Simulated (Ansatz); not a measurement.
Ba₃Zn₂As₄: reading a single point

```
CELL_PARAMETERS angstrom
0.00000 4.45430 0.00000
8.37732 -2.22715 0.00000
2.81307 0.00000 -6.58020
ATOMIC_POSITIONS crystal
Ba 0.14370 0.28740 0.41856
Ba 0.85630 0.71260 0.58144
Ba 0.00000 0.00000 0.00000
Zn 0.32838 0.65676 0.96341
Zn 0.67162 0.34324 0.03659
As 0.20638 0.41276 0.83267
As 0.79362 0.58724 0.16733
As 0.48895 0.97790 0.67972
As 0.51105 0.02210 0.32028
```

Method: PBEsol, no spin polarisation; PAW, plane waves to 420 eV, 6×6×4 Γ-centred mesh, fermi-dirac occupations (width 0.1 eV) (Ansatz 0.2.0), atoms fixed.

**Question.** What do density and ELF say about some of the short contacts?

**Answer.** As–As at 2.45 Å: least valence density 0.51 e/Å³ and ELF 0.64 there. Zn–As at 2.56 Å: least valence density 0.35 e/Å³ and ELF 0.36 there. Ba–As at 3.18 Å: least valence density 0.17 e/Å³ and ELF 0.17 there. Both are smooth PAW fields, read partly inside the augmentation spheres.

**Question.** Where is the largest force?

**Answer.** The largest is on As8 (and as large on other atoms): 0.22 eV/Å, components (0.02, 0.00, -0.22). It makes 169° with the line to a nearest neighbour, As9 at 2.45 Å, pointing away from it.

**Question.** Is there a gap?

**Answer.** Counting bands on this mesh leaves a gap of 0.20 eV, but it is narrow, so a finer mesh and a narrower smearing would have to settle it.

**Question.** What does the stress say?

**Answer.** The pressure is -0.5 GPa (compression positive), so with the atoms held at these fractions the cell would first shrink.

Origin: a database entry at a rescaled volume. Caveats: the gap is not wide against the smearing.
